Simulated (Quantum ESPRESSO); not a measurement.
**Kohn-Sham bands of TePb2S (R-3m)**

```
CELL_PARAMETERS angstrom
     -2.22198     3.84857     0.00000
     -4.44395     0.00000     0.00000
     -2.22198     1.28286     7.25989
ATOMIC_POSITIONS crystal
  Te 0.50000 0.50000 0.50000
  Pb 0.25828 0.25828 0.22515
  Pb 0.74172 0.74172 0.77485
  S  0.00000 0.00000 0.00000
```

Structure: Materials Project mp-1217283, symmetrised, not relaxed again. Not found in the COD (Crystallography Open Database) copy used; not checked further. Method: LDA plane waves in Quantum ESPRESSO 7.5 (PseudoDojo norm-conserving files, 66 Ry, no spin polarisation, no spin-orbit coupling), Bloch states on a 8×8×8 mesh through Γ, Wannier90 4.0.1. Density: 8×8×8 mesh, Gaussian smearing 0.01 Ry. Spin-orbit coupling is left out although heavy elements are present.

Energies are relative to the valence-band maximum; weights are on the orthonormalised atomic waves of the pseudopotential files, averaged over the group. 50 electrons a cell are treated as valence.

```json
[
 {"bands": "1–5", "from (eV)": "-35.92", "to (eV)": "-35.89", "filling": "filled", "weight on atomic waves": "___"},
 {"bands": "6–15", "from (eV)": "-16.62", "to (eV)": "-16.50", "filling": "filled", "weight on atomic waves": "___"},
 {"bands": "16–17", "from (eV)": "-12.58", "to (eV)": "-10.15", "filling": "filled", "weight on atomic waves": "___"},
 {"bands": "18–19", "from (eV)": "-8.54", "to (eV)": "-6.04", "filling": "filled", "weight on atomic waves": "___"},
 {"bands": "20–25", "from (eV)": "-4.43", "to (eV)": "0.00", "filling": "filled", "weight on atomic waves": "___"}
]
```

Q: Which atomic shells make up each group?

A: 
- 1–5, weight on atomic waves: Te 4d 100 %
- 6–15, weight on atomic waves: Pb 5d 100 %
- 16–17, weight on atomic waves: S 3s 40 %, Te 5s 37 %, Pb 6p 13 %
- 18–19, weight on atomic waves: Pb 6s 75 %, S 3p 7 %, Te 5p 7 %
- 20–25, weight on atomic waves: S 3p 36 %, Te 5p 34 %, Pb 6p 24 %

The Kohn-Sham gap over both meshes and the path is 0.54 eV.
